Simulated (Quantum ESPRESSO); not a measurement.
```
NaAlS2O8
1.0
    3.97183    -2.53309     0.00000
    3.97183     2.53309     0.00000
   -0.38409     0.00000     7.29867
O Na Al S
8 1 1 2
Direct
  0.29884   0.29884   0.39318
  0.70116   0.70116   0.60682
  0.23078   0.71124   0.18792
  0.76922   0.28876   0.81208
  0.28876   0.76922   0.81208
  0.71124   0.23078   0.18792
  0.23023   0.23023   0.06034
  0.76977   0.76977   0.93966
  0.00000   0.00000   0.50000
  0.00000   0.00000   0.00000
  0.36268   0.36268   0.21130
  0.63732   0.63732   0.78870
```

The geometry is that of Materials Project entry mp-1210191, symmetrised and not relaxed again.

Question: What does norm-conserving PBEsol (Quantum ESPRESSO, 88 Ry, scalar-relativistic) give for the electronic structure near the Fermi level?

Answer: The PBEsol gap is indirect, 5.53 eV, from Y to Γ; the smallest direct gap is 5.68 eV. 

The structure is a Materials Project entry; no match was found in the copy of COD used, and its stability was not checked.
